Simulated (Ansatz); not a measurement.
Li under compression and expansion

```cif
data_structure
_symmetry_space_group_name_H-M 'Im-3m'
_symmetry_Int_Tables_number 229
_cell_length_a 3.5000
_cell_length_b 3.5000
_cell_length_c 3.5000
_cell_angle_alpha 90.000
_cell_angle_beta 90.000
_cell_angle_gamma 90.000
_cell_volume 42.88
loop_
_atom_site_label
_atom_site_type_symbol
_atom_site_symmetry_multiplicity
_atom_site_Wyckoff_symbol
_atom_site_fract_x
_atom_site_fract_y
_atom_site_fract_z
_atom_site_occupancy
Li1 Li 2 a 0.00000 0.00000 0.00000 1
```

The runs use the primitive cell with vectors (-1.750, 1.750, 1.750), (1.750, -1.750, 1.750), (1.750, 1.750, -1.750) Å, to which the k mesh refers.

It takes space group Im-3m (No. 229, cubic). Conventional cell: a = 3.500 Å, b = 3.500 Å, c = 3.500 Å, α = 90.00°, β = 90.00°, γ = 90.00°. Around Li (site symmetry m-3m) lie 8 Li at 3.03 Å.

The cell is a measured one (Crystallography Open Database entry 9011628); the temperature and pressure of the measurement aren't taken into account, and nothing was relaxed.

Levels of theory: DFT, PBEsol, all-electron LAPW, scalar-relativistic (Ansatz 0.2.0); DFT, PBEsol, PAW with Ansatz's default frozen-core files, scalar-relativistic (Ansatz 0.2.0).

For LAPW: a Γ-centred 15×15×15 k mesh, Fermi–Dirac smearing of 0.08 eV, basis error target 0.25 meV/atom, no spin polarisation. PAW takes a cutoff of 420 eV at this cell (files made with PBE, cores remade for this functional). The Ansatz runs share mesh, smearing and spin set-up. Plane-wave (PAW) pressures include the program's estimate of the Pulay term.

The cell above is scaled evenly, with fractional coordinates and shape held.

Estimate the equilibrium volume and bulk modulus that full-potential LAPW gives for this fixed shape.

V0 = 20.25 Å³/atom, B0 = 14 GPa, B0′ = 3.3, from a third-order Birch–Murnaghan fit to these pressures:
```json
{"V/V(cell)": "0.9400", "V (Å³/atom)": "20.151", "P, LAPW (GPa)": "0.06", "P, PAW (GPa)": "0.07", "free energy over the lowest listed, PAW (meV/atom)": "0.0"}
{"V/V(cell)": "0.9500", "V (Å³/atom)": "20.366", "P, LAPW (GPa)": "-0.08", "P, PAW (GPa)": "-0.08", "free energy over the lowest listed, PAW (meV/atom)": "0.0"}
{"V/V(cell)": "0.9600", "V (Å³/atom)": "20.580", "P, LAPW (GPa)": "-0.22", "P, PAW (GPa)": "-0.22", "free energy over the lowest listed, PAW (meV/atom)": "0.2"}
{"V/V(cell)": "0.9750", "V (Å³/atom)": "20.902", "P, LAPW (GPa)": "-0.41", "P, PAW (GPa)": "-0.41", "free energy over the lowest listed, PAW (meV/atom)": "0.8"}
{"V/V(cell)": "0.9800", "V (Å³/atom)": "21.009", "P, LAPW (GPa)": "-0.47", "P, PAW (GPa)": "-0.47", "free energy over the lowest listed, PAW (meV/atom)": "1.1"}
{"V/V(cell)": "0.9900", "V (Å³/atom)": "21.223", "P, LAPW (GPa)": "-0.59", "P, PAW (GPa)": "-0.59", "free energy over the lowest listed, PAW (meV/atom)": "1.8"}
{"V/V(cell)": "1.0000", "V (Å³/atom)": "21.438", "P, LAPW (GPa)": "-0.71", "P, PAW (GPa)": "-0.71", "free energy over the lowest listed, PAW (meV/atom)": "2.7"}
{"V/V(cell)": "1.0100", "V (Å³/atom)": "21.652", "P, LAPW (GPa)": "-0.82", "P, PAW (GPa)": "-0.82", "free energy over the lowest listed, PAW (meV/atom)": "3.7"}
{"V/V(cell)": "1.0200", "V (Å³/atom)": "21.866", "P, LAPW (GPa)": "-0.92", "P, PAW (GPa)": "-0.92", "free energy over the lowest listed, PAW (meV/atom)": "4.9"}
{"V/V(cell)": "1.0250", "V (Å³/atom)": "21.973", "P, LAPW (GPa)": "-0.97", "P, PAW (GPa)": "-0.97", "free energy over the lowest listed, PAW (meV/atom)": "5.5"}
{"V/V(cell)": "1.0400", "V (Å³/atom)": "22.295", "P, LAPW (GPa)": "-1.12", "P, PAW (GPa)": "-1.12", "free energy over the lowest listed, PAW (meV/atom)": "7.6"}
{"V/V(cell)": "1.0500", "V (Å³/atom)": "22.509", "P, LAPW (GPa)": "-1.21", "P, PAW (GPa)": "-1.21", "free energy over the lowest listed, PAW (meV/atom)": "9.2"}
{"V/V(cell)": "1.0600", "V (Å³/atom)": "22.724", "P, LAPW (GPa)": "-1.30", "P, PAW (GPa)": "-1.30", "free energy over the lowest listed, PAW (meV/atom)": "10.9"}
```

PAW's V0 lies 0.01 % from the all-electron value and its B0 0.0 %. Symmetry fixes shape and coordinates here, so this is the relaxed modulus.
